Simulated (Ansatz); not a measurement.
A single-point calculation of Ga4PN3, ordered on the wurtzite lattice (Pm) with 8 atoms a cell with Ansatz 0.2.0, at the level HSE06. The geometry is the r2SCAN minimum.

The input:
```yaml
crystal:
  lattice:
    - [5.4801757719, 0.0, 0.0171457454]
    - [0.0, 3.3403303221, 0.0]
    - [0.0182035729, 0.0, 5.8295305235]
  atoms:
    - { symbol: "N", position: [-0.0040966147, 0.0, 0.3209619938] }
    - { symbol: "N", position: [0.0021812092, 0.5, 0.8457348653] }
    - { symbol: "N", position: [0.4951295915, 0.5, 0.16916758] }
    - { symbol: P, position: [0.5076027313, 0.0, 0.6607887995] }
    - { symbol: Ga, position: [0.3578796873, 0.0, 0.3015382261] }
    - { symbol: Ga, position: [0.3555234613, 0.5, 0.8678204223] }
    - { symbol: Ga, position: [0.862222758, 0.5, 0.1669397342] }
    - { symbol: Ga, position: [0.923557176, 0.0, 0.6670483788] }
kpoints:
  mp_grid: { grid: [4, 4, 4] }
  band_path:
    path:
      - [0.0, 0.0, 0.0]
      - [0.0, -0.5, 0.0]
      - [0.0, -0.5, -0.5]
      - [0.0, 0.0, -0.5]
      - [-0.5, 0.0, -0.5]
      - [-0.5, -0.5, -0.5]
      - [-0.5, -0.5, 0.0]
      - [-0.5, 0.0, 0.0]
      - [-0.1, 0.0, -0.1]
      - [0.0, -0.05, 0.0]
      - [-0.1, 0.0, 0.0]
    npoints: 1
hamiltonian:
  xc: hse06
scf:
  occupations: { method: fermi_dirac, width: 0.02 }
  n_extra_bands: 6
output:
  forces: true
  stress: true
  eigenvalues: true
  write_density: true
  write_potential: true
  elf: true
  volumetric_format: npy
```

Run as `ansatz run input.yaml --threads 4 --pin off --max-ram 6451MiB --backend cpu --events-out ev --progress --plain --runs-dir out`. It took 3.1 min on 4 threads of Arm Neoverse V1, with other jobs on the host, load about 0.6 per core; peak host memory 2.7 GiB.

The output, standing remarks left out:
```
scf.n_extra_bands = 6 over 36 filled bands (N_el = 72.0): the run solves 42 bands
Pseudopotential: N, paw, valence charge 5, recommended cutoff 420 eV (normal)
Pseudopotential: P, paw, valence charge 5, recommended cutoff 420 eV (normal)
Pseudopotential: Ga, paw, valence charge 13, recommended cutoff 420 eV (normal)
Functional definition: HSE06
Crystal: 8 atoms, lattice volume = 106.712 Å³
Basis set: ecut = 420 eV, 2119 PW (Γ)
Symmetry: 2 space group operations
Space group: Pm (ITA 6)
k-points: 30 of 64 (time reversal used)
[warm-up without exact exchange]
SCF 1 converged in 9 iterations: F = -17041.690722 eV  dr2 = 1.00e-10
[exact exchange on]
Exchange kernel: α = 0.2500, screened, ω = 0.2079 Å⁻¹, Wigner–Seitz truncation, v(0) = 1033.2567 eV·Å³, q-mesh 4×4×4
SCF 2 stopped early in 7 iterations: F = -17044.038782 eV  dr2 = 6.11e-6
hybrid outer 1: dexx = +4.325e-2 eV, tail = 1.29e-4 eV
SCF 3 converged in 7 iterations: F = -17044.037644 eV  dr2 = 8.58e-10
hybrid outer 2: dexx = +3.598e-6 eV, tail = 6.57e-8 eV, Δε = 3.35e-3 eV, ΔF = 6.44e-3 eV/Å
hybrid SCF converged: 2 outer / 14 inner (+9 warm-up)
Free energy (F): -17044.037644 eV
Fermi energy:    10.092199 eV
--- Per-component energies (eV) ---
  E_band       = -245.515411
  E_kinetic    = 923.615078
  E_local      = -8272.117280
  E_nonlocal   = 1885.234108
  E_hartree    = 3828.618195
  E_xc         = -416.280186
  E_vxc        = -417.117127
  E_exx        = -241.825213
  E_paw        = -8787.419665
  E_vpaw       = -1538.715774
  E_ewald      = -5964.169402
  E_core_change = 0.306892
--- Forces (eV/Å), atoms counted from 1 ---
  atom   1  N     -0.00308      0.00000      0.00991
  atom   2  N     -0.00724      0.00000    -0.01439
  atom   3  N     -0.00692      0.00000    -0.00006
  atom   4  P     -0.01066      0.00000      0.00457
  atom   5  Ga    -0.00292      0.00000    -0.03867
  atom   6  Ga    -0.02187      0.00000      0.04084
  atom   7  Ga    -0.00754      0.00000    -0.00731
  atom   8  Ga      0.06033      0.00000      0.00506
--- Stress (GPa, compression-positive) ---
       -0.202932       0.000000       0.016427
        0.000000       0.751712       0.000000
        0.016427       0.000000      -0.013266
  P = ⅓ Tr σ = 0.1785 GPa (1.785 kbar)
```

Levels at the listed points, from bands.tsv (eV from the Fermi energy, bands near the gap, counted from 0):
```tsv
# k_distance	band_31	band_32	band_33	band_34	band_35	band_36	band_37	band_38	band_39
# fermi_ev = 10.092211
# [0, 0, 0] at k_distance = 0.000000
# [0, -0.5, 0] at k_distance = 0.940504
# [0, -0.5, -0.5] at k_distance = 1.479422
# [0, 0, -0.5] at k_distance = 2.419925
# [-0.5, 0, -0.5] at k_distance = 2.993198
# [-0.5, -0.5, -0.5] at k_distance = 3.933702
# [-0.5, -0.5, 0] at k_distance = 4.472620
# [-0.5, 0, 0] at k_distance = 5.413124
# [-0.1, 0, -0.1] at k_distance = 5.884893
# [0, -0.05, 0] at k_distance = 6.067797
# [-0.1, 0, 0] at k_distance = 6.216091
# levels_relative_to = fermi_ev
0.000	-3.294	-2.970	-1.976	-1.561	-0.224	0.224	2.079	3.068	4.232
0.941	-5.743	-4.405	-4.150	-3.917	-3.431	3.617	3.777	4.456	4.963
1.479	-4.819	-4.456	-3.950	-3.100	-2.300	2.366	2.671	3.766	4.088
2.420	-3.951	-3.190	-3.070	-2.230	-0.463	2.349	2.731	4.073	4.595
2.993	-3.885	-3.831	-3.676	-3.300	-0.807	2.915	2.969	4.129	4.499
3.934	-4.335	-4.270	-3.597	-2.769	-2.701	2.048	2.256	2.499	3.787
4.473	-5.060	-4.321	-3.822	-3.808	-2.340	3.273	3.962	3.995	4.754
5.413	-3.532	-3.110	-3.065	-1.678	-0.473	1.797	2.259	2.527	4.472
5.885	-3.496	-3.004	-2.375	-1.738	-0.272	0.704	2.211	2.967	4.349
6.068	-3.324	-3.134	-1.991	-1.586	-0.465	0.388	2.198	3.255	4.182
6.216	-3.278	-2.988	-2.323	-1.574	-0.248	0.526	2.035	2.994	4.238
```
In order the rows are Γ, Z, D, B, A, E, C₂, Y₂, Γ–A (0.20), Γ–Z (0.10), Y₂–Γ (0.80).

Planar averages along the third cell vector, from rho_z.tsv and v_z.tsv (valence density with its augmentation; electrostatic potential energy of an electron, of which only differences have a meaning):
```csv
z (Å),ρ (e/Å³),v_es (eV)
0.00,0.192,9.20
0.15,0.192,9.16
0.44,0.319,7.11
0.58,0.511,5.48
0.73,0.849,3.87
0.87,1.217,2.48
1.17,1.136,1.08
1.31,0.923,1.02
1.46,0.958,1.17
1.60,1.207,1.53
1.89,1.160,2.87
2.04,0.785,4.07
2.19,0.490,5.66
2.33,0.325,7.49
2.62,0.192,10.36
2.77,0.174,10.68
2.91,0.177,10.26
3.06,0.196,9.05
3.35,0.299,4.97
3.50,0.446,2.99
3.64,0.733,1.55
3.79,1.064,0.75
4.08,0.936,0.85
4.23,0.670,1.36
4.37,0.548,1.79
4.52,0.559,2.13
4.81,0.937,2.69
4.96,1.223,3.13
5.10,1.255,3.93
5.25,0.950,5.12
5.54,0.337,7.80
5.68,0.231,8.73
```

The HSE06 gap is direct at Γ: 0.45 eV. With the atoms held, the mean pressure is +0.2 GPa (compression positive). The stress of a hybrid is loosely converged here. The largest force is 0.06 eV/Å.

All values are calculated for a non-magnetic cell, which may be hypothetical.

The meshes of the hybrids are coarse, so their gaps aren't converged to the digits shown.
